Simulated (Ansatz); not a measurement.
Ge:
```xyz
8
Lattice="4.9458 2.8555 1.9701 -4.9458 2.8555 1.9701 0.0000 -5.7110 1.9701" Properties=species:S:1:pos:R:3 pbc="T T T"
Ge     0.0000     0.0000     4.2129
Ge     0.0000     0.0000     1.6973
Ge    -3.4426    -0.8807     2.4857
Ge     3.4426     0.8807     3.4245
Ge     2.4840    -2.5410     2.4857
Ge    -2.4840     2.5410     3.4245
Ge     0.9586     3.4218     2.4857
Ge    -0.9586    -3.4218     3.4245
```

Relaxed with r²SCAN. Special points in fractions of this cell's reciprocal vectors: Γ (0.000, 0.000, 0.000); L (0.500, 0.000, 0.000); T (0.500, -0.500, 0.500); P0 (0.246, -0.754, 0.246); P2 (0.246, 0.246, 0.246); F (0.500, -0.500, 0.000).

### Question
List the band energies nearest the Fermi level at these points for the program Ansatz at the r²SCAN level (PAW).

### Answer
In eV from the Fermi level; about four levels below and three above (degenerate sets whole), none deeper than 8.9 eV; points with the same levels are listed once.

| k | below | above |
|---|---|---|
| Γ | -3.75 -3.75 -1.42 -1.42 -0.93 | 1.67 2.04 2.04 |
| L | -1.59 -1.37 -1.01 -0.09 | 1.60 1.67 1.93 |
| T | -2.94 -2.94 -2.61 -2.27 | 0.18 0.18 1.11 |
| P0 | -3.02 -3.02 -2.31 -2.31 -2.07 | 1.66 2.20 2.20 |
| F | -2.37 -1.84 -1.69 -1.21 | 0.66 0.91 1.73 |

Space group R-3. The first step of the workflow began from a Materials Project structure, measured or hypothetical; the Crystallography Open Database copy checked does not list it. It is not the phase usual at ambient conditions (space group No. 227). Symmetry was held in the r²SCAN relaxation; of distortions, only those at the zone centre were tested. Spin–orbit coupling is left out wherever it is not named.

Potentials: the later of the program's two PAW sets.
